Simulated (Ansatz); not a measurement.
One crystal and one scan (scan of one atom of the cell) at two levels, PBEsol (plane waves to 420 eV, PAW, scalar-relativistic; Ansatz, a program for electronic structure) and PBE (plane waves to 420 eV, PAW, scalar-relativistic; Ansatz), each from its own relaxed cell and on its own mesh. The cell shown is that of PBEsol.

Relaxed SrO (rock salt):

```
CELL_PARAMETERS angstrom
      0.00000     2.56110     2.56110
      2.56110     0.00000     2.56110
      2.56110     2.56110     0.00000
ATOMIC_POSITIONS crystal
  O  0.00000 0.00000 0.00000
  Sr 0.50000 0.50000 0.50000
```

In each cell atom 2 (Sr, nearest neighbour O at 2.561 Å; its periodic images, 3.6 Å or more away, move with it) moves by s·(0.577, 0.577, 0.577) (along Cartesian [111]), the rest being held.

The energy includes the smearing's −TS. SrO was relaxed with its symmetry unable to fall. Percentages come from the unrounded values.

Results of PBEsol:

- Lattice constant a (Å) = 5.122
- Band gap of the relaxed cell, no spin-orbit coupling (eV) = 3.20
- Force constant k = d²E/ds² at s = 0 (finite differences) (eV/Å²) = 2.06
- Zone-centre optical wavenumber from k (transverse: no LO-TO term) (cm⁻¹) = 204
- Shape of the curve = a single well with its minimum at or next to zero displacement

Question: Estimate the PBE values.

Answer: 
```json
[
 {"quantity": "Lattice constant a (Å)", "PBE": "5.195", "PBEsol − PBE": "-0.073 (-1.4 %)"},
 {"quantity": "Band gap of the relaxed cell, no spin-orbit coupling (eV)", "PBE": "3.33", "PBEsol − PBE": "-0.13 (-3.9 %)"},
 {"quantity": "Force constant k = d²E/ds² at s = 0 (finite differences) (eV/Å²)", "PBE": "1.80", "PBEsol − PBE": "+0.26 (+15 %)"},
 {"quantity": "Zone-centre optical wavenumber from k (transverse: no LO-TO term) (cm⁻¹)", "PBE": "190", "PBEsol − PBE": "+14 (+7 %)"}
]
```

PBEsol gives the higher value for: force constant k = d²E/ds² at s = 0; zone-centre optical wavenumber from k. PBEsol gives the lower value for: lattice constant a; band gap of the relaxed cell, no spin-orbit coupling. Both give the same shape of the curve: a single well with its minimum at or next to zero displacement. Neither level is exact: the differences show how much the result hangs on the functional.

(For displaced atoms, the force is minus the slope of the energy, and its curvature is a force constant, which sets phonon frequencies.)
